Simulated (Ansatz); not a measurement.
According to plane-wave PAW PBEsol (Ansatz code), SnGe in the orthorhombic phase (Pmma; Ge on 2e, Ge on 2f, Sn on 2e, Sn on 2f) relaxes to a = 4.328 Å, b = 4.302 Å, c = 12.314 Å. Ge on 2e has 4 nearest neighbours from 2.53 Å (tetrahedral); Ge on 2f has 4 nearest neighbours from 2.53 Å (tetrahedral); Sn on 2e has 4 nearest neighbours from 2.65 Å (tetrahedral); Sn on 2f has 4 nearest neighbours from 2.77 Å (tetrahedral). Against the elements it lies at 83 meV/atom, with no fitted shifts.

Electronic character: metallic (no gap). Gap from PBEsol with spin–orbit coupling: none (metallic).

The bulk modulus is 50.9 GPa.

The start of the workflow was typed in or built on a structure type; neither database checked (COD, Materials Project) lists it. Its standing as an ambient phase is unchecked. The PBEsol relaxation kept the symmetry of its start; its stability against distortions is not shown here. The references are the lowest solids computed at this level, not always the standard phases. Spin–orbit coupling is left out wherever it is not named.

Potentials: the later of the program's two PAW sets.
